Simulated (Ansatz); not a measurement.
Given:

Be2Fe:
```yaml
crystal:
  lattice:
    - [4.19086, 0.00000, 0.00000]
    - [-2.09543, 3.62939, 0.00000]
    - [0.00000, 0.00000, 6.79650]
  atoms:
    - { symbol: Be, position: [0.82958, 0.65915, 0.25000] }
    - { symbol: Be, position: [0.17042, 0.82958, 0.75000] }
    - { symbol: Be, position: [0.34085, 0.17042, 0.25000] }
    - { symbol: Be, position: [0.17042, 0.34085, 0.75000] }
    - { symbol: Be, position: [0.82958, 0.17042, 0.25000] }
    - { symbol: Be, position: [0.65915, 0.82958, 0.75000] }
    - { symbol: Be, position: [0.00000, 0.00000, 0.00000] }
    - { symbol: Be, position: [0.00000, 0.00000, 0.50000] }
    - { symbol: Fe, position: [0.33333, 0.66667, 0.06149] }
    - { symbol: Fe, position: [0.66667, 0.33333, 0.56149] }
    - { symbol: Fe, position: [0.33333, 0.66667, 0.43851] }
    - { symbol: Fe, position: [0.66667, 0.33333, 0.93851] }
```
The run is spin-polarised; directions of the spins, atom by atom: 0 0 0 0 0 0 0 0 ↑ ↑ ↑ ↑.

This is the r²SCAN-relaxed structure.

Task: All from the program Ansatz at the r²SCAN level (PAW), unless another level is named. Give the formation energy from the elements (no fitted shifts).

Result: -0.23 eV/atom.

Task: And the density of states at the Fermi level?

Result: 0.27 states/eV per atom (mean over ±0.08 eV).

Space group P6_3/mmc. The workflow started from an entry of the Crystallography Open Database (COD). Whether it is the stable phase at ambient conditions was not checked. Symmetry was held in the r²SCAN relaxation; whether a distortion lowers the energy is not shown. Magnetic state: ferromagnetic, chosen from 2 collinear starts compared on coarse meshes (ties went to the first, and starts can fall back to one state), not a proven ground state. Other orbital occupations within this spin state were not tried. The references are the lowest solids computed at this level, not always the standard phases.

Potentials: the later of the program's two PAW sets.
